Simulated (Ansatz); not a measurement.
The relaxed structure here is a generated cell of Sr4As2O: the first start was made by placing the elements on the sites of a structure type, and the end was not matched to a known phase here, so it may be hypothetical.

The end point of a relaxation of Sr4As2O. Space group P1 (No. 1). Method: PBE (plane waves to 420 eV, PAW, scalar-relativistic; Ansatz, a quantum-chemistry and plane-wave program).

```xyz
7
Lattice="4.7462 0.0000 0.0000 -0.3915 6.9978 0.0000 -0.0589 -2.5798 7.3450" Properties=species:S:1:pos:R:3 pbc="T T T"
As     2.8451     0.8441     7.0634
As     0.7766     4.4960     3.6569
O      4.7369    -0.0259     0.2245
Sr     0.6106     2.0861     1.3159
Sr     3.2364     5.5246     1.8493
Sr     0.4511     2.5704     6.1202
Sr     3.5414    -1.6636     5.6196
```

Problem. Predict the band gap from PBE.

Solution. 0.39 eV, indirect (valence top at Y, conduction bottom at Γ) (no spin-orbit coupling).

Problem. Estimate the smallest direct gap that PBE returns for this input.

Solution. 0.49 eV at Γ.

No spin polarisation in the result.

It was reached from a disturbed copy of a I-4 (No. 82) cell, against which it lies -0.22 eV/atom.
